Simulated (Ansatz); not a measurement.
Starting structure, (001) slab as cut from the bulk (B$_{2}$W, P6/mmm (No. 191), (0 0 1) face):

```
CELL_PARAMETERS angstrom
3.00636 0.00000 0.00000
-1.50318 2.60359 0.00000
0.00000 0.00000 26.73013
ATOMIC_POSITIONS crystal
B 0.33333 0.66667 0.28058
B 0.66667 0.33333 0.28058
W 0.00000 0.00000 0.34327
B 0.33333 0.66667 0.40596
B 0.66667 0.33333 0.40596
W 0.00000 0.00000 0.46865
B 0.33333 0.66667 0.53135
B 0.66667 0.33333 0.53135
W 0.00000 0.00000 0.59404
B 0.33333 0.66667 0.65673
B 0.66667 0.33333 0.65673
W 0.00000 0.00000 0.71942
```

Theory: Ansatz, DFT r2SCAN, scalar-relativistic, plane waves, PAW. Settings: cutoff 500 eV, Γ-centred mesh 12×12×1 on the computed 12-atom cell, Gaussian smearing of 0.10 eV; no spin polarisation. A dipole correction removes the field between periodic images along c.

All atoms are free. The cell is fixed. Force threshold 0.02 eV/Å.

```
step E − E_final (eV) largest force (eV/Å)
   1             0.344                 2.242
   2             0.028                 0.471
   3             0.005                 0.178
   4             0.001                 0.083
   5             0.000                 0.040
   6             0.000                 0.022
   7             0.000                 0.009
```

Problem. What is the final structure?

Solution.
```yaml
crystal:
  lattice:
    - [3.00636, 0.00000, 0.00000]
    - [-1.50318, 2.60359, 0.00000]
    - [0.00000, 0.00000, 26.73013]
  atoms:
    - { symbol: B, position: [0.33333, 0.66667, 0.28402] }
    - { symbol: B, position: [0.66667, 0.33333, 0.28402] }
    - { symbol: W, position: [0.00000, 0.00000, 0.34582] }
    - { symbol: B, position: [0.33333, 0.66667, 0.40663] }
    - { symbol: B, position: [0.66667, 0.33333, 0.40663] }
    - { symbol: W, position: [0.00000, 0.00000, 0.46858] }
    - { symbol: B, position: [0.33333, 0.66667, 0.53191] }
    - { symbol: B, position: [0.66667, 0.33333, 0.53191] }
    - { symbol: W, position: [0.00000, 0.00000, 0.59590] }
    - { symbol: B, position: [0.33333, 0.66667, 0.65536] }
    - { symbol: B, position: [0.66667, 0.33333, 0.65536] }
    - { symbol: W, position: [0.00000, 0.00000, 0.70848] }
```

Spin–orbit coupling is left out, which can shift energies with elements as heavy as these.